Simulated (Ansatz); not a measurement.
The cell below belongs to a search over invented structures; it isn't taken from experiment.

Input and command of a plane-wave DFT calculation in Ansatz:

```yaml
crystal:
  lattice:
    - [3.372246666, -0.0011279612, -0.0095485988]
    - [0.1886170377, 4.0065117607, 0.1985614005]
    - [0.1189302178, 1.5856700129, 7.4356704666]
  atoms:
    - { symbol: Sn, position: [0.2505911946, 0.3246710623, 0.3467027862] }
    - { symbol: Sn, position: [0.7494088054, 0.6753289377, 0.6532972138] }
    - { symbol: O, position: [0.8312741981, 0.5824338685, 0.1739096485] }
    - { symbol: O, position: [0.6694107608, 0.2357542835, 0.1732773729] }
    - { symbol: O, position: [0.7499371014, 0.2308490627, 0.539116154] }
    - { symbol: O, position: [0.1687258019, 0.4175661315, 0.8260903515] }
    - { symbol: O, position: [0.3305892392, 0.7642457165, 0.8267226271] }
    - { symbol: O, position: [0.2500628986, 0.7691509373, 0.460883846] }
basis:
  ecutwfc: 420
kpoints:
  mp_grid: { grid: [8, 8, 4] }
hamiltonian:
  xc: pbe
scf:
  occupations: { method: gaussian, width: 0.02 }
output:
  forces: true
  stress: true
  eigenvalues: true
relax:
  adjacent_minimum: "off"
  f_tol: 0.01
  max_steps: 30
  cell: { stress_tol: 0.1, fix: [volume] }
```

```bash
ansatz run input.yaml --threads 1 --pin off --max-ram 2560MiB --backend cpu --events-out ev --progress --plain --runs-dir out
```

Processor: Intel(R) Xeon(R) 6975P-C (Granite Rapids), 1 thread, on a host shared with other jobs.

**Question.** Estimate time, memory and problem size.

**Answer.** About 2.2 min, peak memory 0.67 GiB. It solves 40 bands at 132 k points (after reduction by symmetry) with about 1937 plane waves, in 62 SCF iterations over 9 ionic steps.
